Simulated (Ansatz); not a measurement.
Zn2SnO4 (spinel, Fd-3m), DFT-PBEsol in the program Ansatz with PAW potentials. The conduction-band minimum lies at Γ, with 1 equivalent valley. Second derivatives d²E/dk² of the lowest band at one valley (eV·Å²), along Cartesian directions:

| direction | d²E/dk² |
|---|---|
| [100] | 43.68 |
| [010] | 43.68 |
| [001] | 43.68 |
| [110] | 43.67 |
| [101] | 43.67 |
| [011] | 43.67 |

Task: Find the principal effective masses, the density-of-states mass and the conductivity mass.

Result: Off-diagonal terms follow from H_xy = H[110] − (H_xx + H_yy)/2, and m*/mₑ = 7.620 eV·Å² over each eigenvalue: 0.17, 0.17, 0.17. One valley's DOS mass (m₁m₂m₃)^(1/3) = 0.17, conductivity mass 3/(Σ 1/mᵢ) = 0.17 mₑ.

Task: What effective density of states Nc follows at 300 K for parabolic valleys?

Result: Nc = 2.509e19 × 1 × (0.17)^(3/2) ≈ 1.8e18 cm⁻³.

A made-up cell: these elements were put on the sites of a structure type; the Crystallography Open Database copy checked does not list it. Its standing as an ambient phase is unchecked. Symmetry was held in the PBEsol relaxation; whether a distortion lowers the energy is not shown. Scalar-relativistic: spin–orbit coupling is off unless named, which matters more the heavier the elements.

Potentials: the earlier of the program's two PAW sets. The files were generated under PBE; for other functionals the program regenerates the frozen cores, and for LDA and PBEsol the local potential too.

Edges and masses are those of Kohn–Sham bands, whose gap is no quasiparticle gap.
